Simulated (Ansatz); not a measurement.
# GePd: do energies and stresses tell the same story?

All numbers below come from DFT r2SCAN, scalar-relativistic, plane waves, PAW (Ansatz 0.2.0).

Settings: cutoff 500 eV, Γ-centred mesh 6×10×6 on the computed 8-atom cell, Gaussian smearing of 0.10 eV; no spin polarisation.

Relaxed cell: Pnma, a = 5.798 Å, b = 3.543 Å, c = 6.283 Å, α = 90.00°, β = 90.00°, γ = 90.00°, 8 atoms in the primitive cell. Whether it is the stable form of this composition wasn't checked.

Energies at zero smearing and pressures from the stress tensor, at volumes with shape and atoms relaxed:
| V (Å³/atom) | E − E(first) (meV/atom) | P (GPa) |
| --- | --- | --- |
| 14.197 | 0.00 | 24.27 |
| 14.681 | -61.06 | 16.44 |
| 15.165 | -100.48 | 9.91 |
| 15.649 | -121.91 | 4.50 |
| 16.133 | -128.46 | -0.01 |
| 16.617 | -122.62 | -3.74 |
| 17.101 | -106.53 | -6.81 |
| 17.746 | -72.22 | -10.06 |

**Question.** Check P = −dE/dV between neighbouring volumes, and get the bulk modulus from the pressures alone.

**Answer.** With 1 eV/Å³ = 160.2 GPa:
```
middle V (Å³/atom)  −ΔE/ΔV (GPa) mean P (GPa)
            14.439        20.212        20.354
            14.923        13.052        13.170
            15.407         7.093         7.202
            15.891         2.168         2.245
            16.375        -1.932        -1.874
            16.859        -5.329        -5.274
            17.423        -8.516        -8.434
```

The two differ by 0.14 GPa at most. The mean of two end pressures misses the average over a step by about ΔV² P″/12, up to 0.12 GPa here; with that taken off 0.02 GPa remains. Around V = 16.133 Å³/atom, the two neighbours give B = −V ΔP/ΔV = 16.133 × 8.24 / 0.968 = 137.3 GPa, against B0 = 136.0 GPa from the Birch–Murnaghan fit of the energies.

Cost: 9 runs of about 47 core-minutes in all, on Oxide Virtual Turin-like Processor (Zen 5) (shared hosts).